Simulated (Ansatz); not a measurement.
Task: V2O3 (corundum, R-3c) is relaxed with DFT-PBEsol in the program Ansatz with PAW potentials. What lattice parameters of the conventional cell result?

Result: a = 4.775 Å, c = 14.235 Å.

Task: Give the free coordinates with the occupied sites.

Result: In one choice of origin and axes:

```
atom  site  symmetry       x       y       z
----  ----  --------  ------  ------  ------
V      12c        3.  0.0000  0.0000  0.1603
O      18e        .2  0.3257  0.3257  0.7500
```

Task: Is it a metal or does it have a gap at this level?

Result: No gap at this level.

The PBEsol relaxation kept the symmetry of its start. Magnetic state: ferromagnetic, chosen from 5 collinear starts compared on coarse meshes (ties went to the first, and starts can fall back to one state), not a proven ground state. No Hubbard U is applied. The compound may be a true metal, but semilocal functionals without U, or a wrong spin order, can also close a gap.

Potentials: the earlier of the program's two PAW sets. The files were generated under PBE; for other functionals the program regenerates the frozen cores, and for LDA and PBEsol the local potential too.
